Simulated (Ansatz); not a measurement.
SrVO₃:
```xyz
5
Lattice="3.8406 0.0000 0.0000 0.0000 3.8406 0.0000 0.0000 0.0000 3.8406" Properties=species:S:1:pos:R:3 pbc="T T T"
Sr     0.0000     0.0000     0.0000
V      1.9203     1.9203     1.9203
O      0.0000     1.9203     1.9203
O      1.9203     1.9203     0.0000
O      1.9203     0.0000     1.9203
```
Starting moments (μB, in the order of the atoms Sr V O O O): 0.0 1.1 0.0 0.0 0.0.

Relaxed with r²SCAN.

### Question
Map the electron localisation function on the plane through (0.000, 0.000, 0.000) spanned by u = [1, 0, 0] and v = [0, 1, 1] in lattice vectors, from the program Ansatz at the r²SCAN level (PAW).

### Answer
x is the fraction of u, y of v (the angle between them is 90°; rows are the nearest grid lines); atoms in the plane: Sr at (0.00, 0.00), V at (0.50, 0.50), O at (0.00, 0.50).
```
y \ x   0.000  0.105  0.158  0.263  0.368  0.474  0.526  0.632  0.737  0.842  0.895   1.00
------  -----  -----  -----  -----  -----  -----  -----  -----  -----  -----  -----  -----
1.00    0.006  0.594  0.841  0.739  0.041  0.011  0.011  0.041  0.739  0.841  0.594  0.006
0.926   0.587  0.820  0.867  0.552  0.027  0.023  0.023  0.027  0.552  0.867  0.820  0.587
0.852   0.859  0.821  0.702  0.086  0.033  0.048  0.048  0.033  0.086  0.702  0.821  0.859
0.778   0.155  0.093  0.051  0.032  0.063  0.075  0.075  0.063  0.032  0.051  0.093  0.155
0.704   0.287  0.215  0.138  0.062  0.067  0.071  0.071  0.067  0.062  0.138  0.215  0.287
0.630   0.821  0.769  0.636  0.103  0.220  0.491  0.491  0.220  0.103  0.636  0.769  0.821
0.556   0.615  0.799  0.802  0.135  0.673  0.762  0.762  0.673  0.135  0.802  0.799  0.615
0.444   0.615  0.799  0.802  0.135  0.673  0.762  0.762  0.673  0.135  0.802  0.799  0.615
0.370   0.821  0.769  0.636  0.103  0.220  0.491  0.491  0.220  0.103  0.636  0.769  0.821
0.296   0.287  0.215  0.138  0.062  0.067  0.071  0.071  0.067  0.062  0.138  0.215  0.287
0.222   0.155  0.093  0.051  0.032  0.063  0.075  0.075  0.063  0.032  0.051  0.093  0.155
0.148   0.859  0.821  0.702  0.086  0.033  0.048  0.048  0.033  0.086  0.702  0.821  0.859
0.0741  0.587  0.820  0.867  0.552  0.027  0.023  0.023  0.027  0.552  0.867  0.820  0.587
0.000   0.006  0.594  0.841  0.739  0.041  0.011  0.011  0.041  0.739  0.841  0.594  0.006
```

The density is the valence pseudo-density with augmentation charge, so density and ELF within about 1 Å of a nucleus are not all-electron values.

Space group Pm-3m (cubic perovskite). Symmetry was held in the r²SCAN relaxation. Spin order of the final state: ferromagnetic, chosen from 3 collinear starts compared on coarse meshes (ties went to the first, and starts can fall back to one state), not a proven ground state. Other orbital occupations within this spin state were not tried. No Hubbard U is applied.

Potentials: the later of the program's two PAW sets.
